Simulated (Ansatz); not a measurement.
BaZrO$_{3}$:
```xyz
5
Lattice="4.1474 0.0000 0.0000 0.0000 4.1474 0.0000 0.0000 0.0000 4.1474" Properties=species:S:1:pos:R:3 pbc="T T T"
O      0.0000     2.0737     2.0737
O      2.0737     0.0000     2.0737
O      2.0737     2.0737     0.0000
Ba     0.0000     0.0000     0.0000
Zr     2.0737     2.0737     2.0737
```

Cartesian axes are those of the cell as given.

Problem. Give the high-frequency dielectric tensor and the Born effective charge tensors of the independent atoms from DFPT, LDA in the plane-wave PAW code Ansatz.

Solution. 
ε∞:
```
4.91  0.00  0.00
0.00  4.91  0.00
0.00  0.00  4.91
```
Z* of atom 1 (O), rows: field, columns: displacement, in e:
```
-4.78   0.00   0.00
 0.00  -2.03   0.00
 0.00   0.00  -2.03
```
Z* of atom 4 (Ba), rows: field, columns: displacement, in e:
```
2.75  0.00  0.00
0.00  2.75  0.00
0.00  0.00  2.75
```
Z* of atom 5 (Zr), rows: field, columns: displacement, in e:
```
6.10  0.00  0.00
0.00  6.10  0.00
0.00  0.00  6.10
```

Space group Pm-3m (cubic perovskite). The LDA relaxation kept the symmetry of its start. At this level the phase is dynamically unstable (imaginary phonons). The run is not spin-polarised. Scalar-relativistic: spin–orbit coupling is off unless named, which matters more the heavier the elements.

Potentials: the later of the program's two PAW sets.
